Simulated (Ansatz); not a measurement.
Consider a crystal of Zn₂Si₂N in space group P-6m2 (No. 187), with Zn on 2h; Si on 1b and 1c; N on 1a.

The calculation used DFT PBE, scalar-relativistic, plane waves, PAW (Ansatz). Cutoff 420 eV, Γ-centred mesh, Gaussian smearing, no spin polarisation.

Energies over the elements count from the elements' standard structures at the same level (N₂ as a molecule), with no fitted energy shifts.

**Question.** Give the relaxed lattice parameters and positions.

**Answer.**

Space group P-6m2 (No. 187). a = 2.989 Å, b = 2.989 Å, c = 9.713 Å, α = 90.00°, β = 90.00°, γ = 120.00°
```json
{"atom": "Zn", "site": "2h", "symmetry": "3m.", "x": "0.3333", "y": "0.6667", "z": "0.2784"}
{"atom": "Si", "site": "1b", "symmetry": "-6m2", "x": "0.0000", "y": "0.0000", "z": "0.5000"}
{"atom": "Si", "site": "1c", "symmetry": "-6m2", "x": "0.3333", "y": "0.6667", "z": "0.0000"}
{"atom": "N", "site": "1a", "symmetry": "-6m2", "x": "0.0000", "y": "0.0000", "z": "0.0000"}
```

Zn has 4 Si at 2.70–2.76 Å, 6 Zn at 2.99 Å and 3 N at 3.21 Å; around Si on its first site lie 6 Zn at 2.76 Å and 6 Si at 2.99 Å; Si on its second site has 3 N at 1.73 Å and 2 Zn at 2.70 Å; N has 3 Si at 1.73 Å, 6 N at 2.99 Å and 6 Zn at 3.21 Å. Another local minimum with the same sites may exist.

**Question.** Where does its energy lie, and is it a metal?

**Answer.** The energy over the elements is +0.20 eV/atom and the gap on the 12×12×4 mesh of the 5-atom cell is 0 eV (a metal). The separate elements lie lower, so it is unstable against them.

The last run used Gaussian smearing of 0.10 eV. A structure relaxed within its symmetry needn't be a true minimum.
